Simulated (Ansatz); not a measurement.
Input, command and steps of an Ansatz relaxation.

```yaml
crystal:
  lattice:
    - [3.169, 0.0, 0.0]
    - [-1.5845, 2.7444345046, 0.0]
    - [0.0, 0.0, 12.324]
  atoms:
    - { symbol: Mo, position: [0.3333333333, 0.6666666667, 0.25] }
    - { symbol: Mo, position: [0.6666666667, 0.3333333333, 0.75] }
    - { symbol: S, position: [0.3333333333, 0.6666666667, 0.623] }
    - { symbol: S, position: [0.6666666667, 0.3333333333, 0.123] }
    - { symbol: S, position: [0.3333333333, 0.6666666667, 0.877] }
    - { symbol: S, position: [0.6666666667, 0.3333333333, 0.377] }
basis:
  ecutwfc: 420
kpoints:
  mp_grid: { grid: [12, 12, 4] }
hamiltonian:
  xc: pbe
  dispersion: d3bj
scf:
  occupations: { method: gaussian, width: 0.02 }
output:
  forces: true
  stress: true
  eigenvalues: true
relax:
  adjacent_minimum: "off"
  f_tol: 0.005
  max_steps: 80
  cell: { stress_tol: 0.05 }
```

```bash
ansatz run input.yaml --threads 1 --pin off --max-ram 2560MiB --backend cpu --events-out ev --progress --plain --runs-dir out
```

Level of theory: DFT PBE+D3(BJ), scalar-relativistic, plane waves, PAW (Ansatz 0.2.0).

Of 6 frames 5 are shown, positions in Å and forces in eV/Å; the SCF threshold varies from step to step. Steps run on the plane waves of an earlier cell, with a Pulay correction in the pressure. The basis is chosen afresh for the last frame, the zero of the energies, and at times for earlier ones too; energy and pressure step there, also at an unchanged geometry. The mark taken_back stands on steps that the optimiser undid.

```xyz
6
Lattice="3.1690 0.0000 0.0000 -1.5845 2.7444 0.0000 0.0000 0.0000 12.3240" Properties=species:S:1:pos:R:3:forces:R:3 pbc="T T T" step=1 free_energy_over_end_meV_per_atom=2.61 pressure_GPa=-1.91
Mo    0.0000    1.8296    3.0810    0.0000    0.0000    0.0000
Mo    1.5845    0.9148    9.2430    0.0000    0.0000    0.0000
S     0.0000    1.8296    7.6779    0.0000    0.0000    0.0619
S     1.5845    0.9148    1.5159    0.0000    0.0000    0.0619
S     0.0000    1.8296   10.8081    0.0000    0.0000   -0.0619
S     1.5845    0.9148    4.6461    0.0000    0.0000   -0.0619
6
Lattice="3.1175 0.0000 0.0000 -1.5588 2.6999 0.0000 0.0000 0.0000 11.9671" Properties=species:S:1:pos:R:3:forces:R:3 pbc="T T T" step=2 free_energy_over_end_meV_per_atom=4.46 pressure_GPa=1.36 taken_back
Mo    0.0000    1.7999    2.9918    0.0000    0.0000    0.0000
Mo    1.5588    0.9000    8.9754    0.0000    0.0000    0.0000
S     0.0000    1.7999    7.3903    0.0000    0.0000    0.2117
S     1.5588    0.9000    1.4068    0.0000    0.0000    0.2117
S     0.0000    1.7999   10.5604    0.0000    0.0000   -0.2117
S     1.5588    0.9000    4.5768    0.0000    0.0000   -0.2117
6
Lattice="3.1502 0.0000 0.0000 -1.5751 2.7281 0.0000 0.0000 0.0000 12.1503" Properties=species:S:1:pos:R:3:forces:R:3 pbc="T T T" step=3 free_energy_over_end_meV_per_atom=0.08 pressure_GPa=-0.46
Mo    0.0000    1.8187    3.0376    0.0000    0.0000    0.0000
Mo    1.5751    0.9094    9.1127    0.0000    0.0000    0.0000
S     0.0000    1.8187    7.5437    0.0000    0.0000    0.0543
S     1.5751    0.9094    1.4685    0.0000    0.0000    0.0543
S     0.0000    1.8187   10.6818    0.0000    0.0000   -0.0543
S     1.5751    0.9094    4.6066    0.0000    0.0000   -0.0543
6
Lattice="3.1486 0.0000 0.0000 -1.5743 2.7268 0.0000 0.0000 0.0000 12.0841" Properties=species:S:1:pos:R:3:forces:R:3 pbc="T T T" step=4 free_energy_over_end_meV_per_atom=-0.06 pressure_GPa=-0.05
Mo    0.0000    1.8178    3.0210    0.0000    0.0000    0.0000
Mo    1.5743    0.9089    9.0631    0.0000    0.0000    0.0000
S     0.0000    1.8178    7.4961    0.0000    0.0000    0.0211
S     1.5743    0.9089    1.4540    0.0000    0.0000    0.0211
S     0.0000    1.8178   10.6302    0.0000    0.0000   -0.0211
S     1.5743    0.9089    4.5881    0.0000    0.0000   -0.0211
6
Lattice="3.1492 0.0000 0.0000 -1.5746 2.7273 0.0000 0.0000 0.0000 12.0899" Properties=species:S:1:pos:R:3:forces:R:3 pbc="T T T" step=6 free_energy_over_end_meV_per_atom=0.00 pressure_GPa=0.02
Mo    0.0000    1.8182    3.0225    0.0000    0.0000    0.0000
Mo    1.5746    0.9091    9.0674    0.0000    0.0000    0.0000
S     0.0000    1.8182    7.5016    0.0000    0.0000   -0.0025
S     1.5746    0.9091    1.4567    0.0000    0.0000   -0.0025
S     0.0000    1.8182   10.6331    0.0000    0.0000    0.0025
S     1.5746    0.9091    4.5882    0.0000    0.0000    0.0025
```

The run took 68 s on 1 thread of Arm Neoverse V1, on a shared host, peak memory 0.46 GiB.